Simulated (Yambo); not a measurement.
Yambo input for K2SnF6 (space group P-3m1, No. 164) (a = b = 5.8564 Å, c = 4.5821 Å, α = β = 90.00°, γ = 120.00°), on LDA (pw.x of Quantum ESPRESSO, ONCV potentials, no spin-orbit coupling) wavefunctions on a 3×3×4 mesh:

```
optics
chi
dipoles
tddft
FFTGvecs= 40 Ry
Chimod= "ALDA"
FxcGRLc= 3 Ry
NGsBlkXd= 3 Ry
% QpntsRXd
 1 | 1 |
%
% BndsRnXd
 1 | 116 |
%
GrFnTpXd= "R"
% EnRngeXd
 0.0 | 20.0 | eV
%
% DmRngeXd
 0.2 | 0.2 | eV
%
CGrdSpXd= 50
ETStpsXd= 161
% LongDrXd
 1.0 | 0.0 | 0.0 |
%
```

First lines of the file o-*.eps_q1_inv_alda_dyson:

```
Absorption @ Q(1):   1.00000000     0.00000000     0.00000000    [q->0 direction]
#
# [ X ] Hartree size     :   83
# [GEN] GF Energies     : Slater exchange(X)+Perdew & Wang(C)
# [GEN] Green`s Function     : Retarded
#
# [GEN] Gauge     : Length
# [GEN] [r,Vnl] included     : yes
#
#    E[1] [eV]     Im(eps)     Re(eps)     Im(eps_o)     Re(eps_o)
#
     0.000000     -0.367945E-7     2.216262     -0.86921E-18     2.358109
     0.125000     0.416838E-3     2.216392     0.518153E-3     2.358270
     0.250000     0.834716E-3     2.216782     0.001038     2.358755
     0.375000     0.001255     2.217434     0.001560     2.359565
     0.500000     0.001678     2.218348     0.002086     2.360701
     0.625000     0.002105     2.219527     0.002618     2.362168
     0.750000     0.002537     2.220974     0.003157     2.363968
     0.875000     0.002975     2.222693     0.003705     2.366107
     1.000000     0.003421     2.224687     0.004262     2.368590
     1.125000     0.003876     2.226962     0.004832     2.371424
     1.250000     0.004341     2.229524     0.005415     2.374618
     1.375000     0.004818     2.232379     0.006014     2.378180
     1.500000     0.005308     2.235535     0.006631     2.382120
     1.625000     0.005812     2.239000     0.007268     2.386451
     1.750000     0.006333     2.242785     0.007928     2.391186
     1.875000     0.006873     2.246901     0.008614     2.396340
     2.000000     0.007434     2.251359     0.009328     2.401929
     2.125000     0.008019     2.256174     0.010075     2.407972
     2.250000     0.008630     2.261360     0.010858     2.414492
     2.375000     0.009271     2.266936     0.011682     2.421510
     2.500000     0.009945     2.272920     0.012552     2.429055
     2.625000     0.010656     2.279334     0.013473     2.437155
     2.750000     0.011410     2.286203     0.014454     2.445846
     2.875000     0.012212     2.293555     0.015500     2.455165
     3.000000     0.013068     2.301421     0.016623     2.465156
     3.125000     0.013987     2.309837     0.017832     2.475868
     3.250000     0.014977     2.318843     0.019141     2.487359
     3.375000     0.016050     2.328487     0.020566     2.499695
     3.500000     0.017219     2.338823     0.022125     2.512950
     3.625000     0.018501     2.349913     0.023842     2.527213
     3.750000     0.019917     2.361833     0.025746     2.542589
     3.875000     0.021491     2.374670     0.027875     2.559201
     4.000000     0.023259     2.388529     0.030275     2.577196
```
(The file goes on to the top of the energy range.) Convergence of the RPA response with its 3×3×4 mesh was not tested.

Geometry of the Materials Project entry, not relaxed at this level.

The structure is a Materials Project entry; no match was found in the copy of COD used, and its stability was not checked.
